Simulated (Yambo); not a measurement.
G0W0@LDA for LiNbF₆ (space group R-3, No. 148) in Yambo (2×2×2 mesh, 7 Ry block, plasmon pole, screening fixed), without a terminator:

```csv
bands N in G,gap Γ → L (eV),shift of the valence edge (eV)
68,9.828,-1.438
106,9.669,-1.616
159,9.568,-1.733
```

Problem. Extrapolate both columns to infinite N with E(N) = E∞ + A/N, test the form, and compare with the terminator.

Solution. From two points, E∞ = (N2 E2 − N1 E1)/(N2 − N1). The two largest N give 9.37 eV for the gap and -1.97 eV for the shift; the two smallest give 9.38 eV and -1.93 eV. For the gap the slopes A are 30 and 32 eV: the 1/N form holds. For the shift the slopes A are 34 and 37 eV: the 1/N form holds. With the Bruneval-Gonze terminator and 159 bands the run gives 9.51 eV and -1.92 eV, 0.14 eV and 0.05 eV from the extrapolated values: the terminator too is an estimate of the remainder. Block, mesh and the bands in W are held fixed.

Spin-orbit coupling is not included.

Geometry of the Materials Project entry, not relaxed at this level; primitive cell a = b = c = 5.4301 Å, α = β = γ = 56.19°.

The structure is a Materials Project entry; no match was found in the copy of COD used, and its stability was not checked.

A shift is the quasiparticle energy of the state minus its LDA energy.
